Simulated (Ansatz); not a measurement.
## From the elastic tensor of Al₅GaAs₆ to moduli and sound speeds

These are results of DFT PBE, scalar-relativistic, plane waves, PAW (Ansatz), not measurements. Cutoff 420 eV, 6×6×4 k-points (Γ-centred), fixed occupations. No spin polarisation.

Space group P31m (No. 157), trigonal, a = 7.003 Å, c = 6.649 Å. Around Al on a site of symmetry m lie 4 As at 2.48–2.49 Å; around Al on a site of symmetry 3 lie 4 As at 2.48–2.49 Å; Ga has 4 As at 2.49–2.50 Å; As on a site of symmetry m has 3 Al at 2.48–2.49 Å and 1 Ga at 2.49 Å; around As on a site of symmetry 3 lie 4 Al at 2.48–2.49 Å; As on a site of symmetry 3m has 3 Al at 2.48 Å and 1 Ga at 2.50 Å.

It was reached by relaxing an invented guess, and it needn't be the stable form of this composition.

Relaxed-ion constants (GPa, on the Cartesian axes of the calculation):
```
123.0  43.8  30.1   0.0  -0.2   0.0
 43.8 123.0  30.1   0.0   0.2   0.0
 30.1  30.1 140.8   0.0   0.0   0.0
  0.0   0.0   0.0  32.0   0.0   0.2
 -0.2   0.2   0.0   0.0  32.0   0.0
  0.0   0.0   0.0   0.2   0.0  39.6
```

Density 3.847 g/cm³; 12 atoms in 282.36 Å³.

With S = C⁻¹: B_V = (C11+C22+C33+2(C12+C13+C23))/9, G_V = (C11+C22+C33−C12−C13−C23+3(C44+C55+C66))/15, 1/B_R = S11+S22+S33+2(S12+S13+S23), 15/G_R = 4(S11+S22+S33−S12−S13−S23)+3(S44+S55+S66); Hill is their mean. Then v_l = √((B+4G/3)/ρ), v_t = √(G/ρ), v_m = [(2/v_t³+1/v_l³)/3]^(−1/3) and Θ = (ħ/k_B)·v_m·(6π²n/V)^(1/3) for n atoms in the volume V; E = 9BG/(3B+G), ν = (3B−2G)/(2(3B+G)) and A^U = 5G_V/G_R + B_V/B_R − 6.

| Quantity | Value |
| --- | --- |
| Bulk modulus, Voigt / Reuss / Hill | 66.1 / 66.1 / 66.1 GPa |
| Shear modulus, Voigt / Reuss / Hill | 39.6 / 38.1 / 38.8 GPa |
| Young's modulus | 97 GPa |
| Poisson ratio | 0.254 |
| Pugh ratio B/G | 1.70 (under 1.75, the rule of thumb for brittle) |
| Universal anisotropy index | 0.20 |
| Longitudinal and transverse sound speeds | 5535 and 3177 m/s |
| Debye temperature from the mean sound speed | 367 K |
